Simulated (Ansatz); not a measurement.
Be$_{2}$C (fluorite or antifluorite type, Fm-3m) at seven volumes, PBEsol in the plane-wave PAW code Ansatz, scaled uniformly. One row is withheld.

```tsv
V (Å³/atom)	P (GPa)
6.071	22.89
6.271	14.19
6.472	6.62
6.672	0.00
6.872	-5.78
7.072	?
7.272	-15.27
```

### Question
Fit the shown pressures and predict the withheld one.

### Answer
Third-order Birch–Murnaghan: P = (3/2)B₀(x^(7/2) − x^(5/2))[1 + (3/4)(B′ − 4)(x − 1)] with x = (V₀/V)^(2/3). Least squares on the six rows gives V₀ = 6.672 Å³/atom, B₀ = 206.0 GPa, B′ = 3.47. At V = 7.072, x = 0.9619 and P = -10.84 GPa. The run itself gave -10.84 GPa.

Symmetry was held in the PBEsol relaxation.

Potentials: the earlier of the program's two PAW sets. The files were generated under PBE; for other functionals the program regenerates the frozen cores, and for LDA and PBEsol the local potential too.
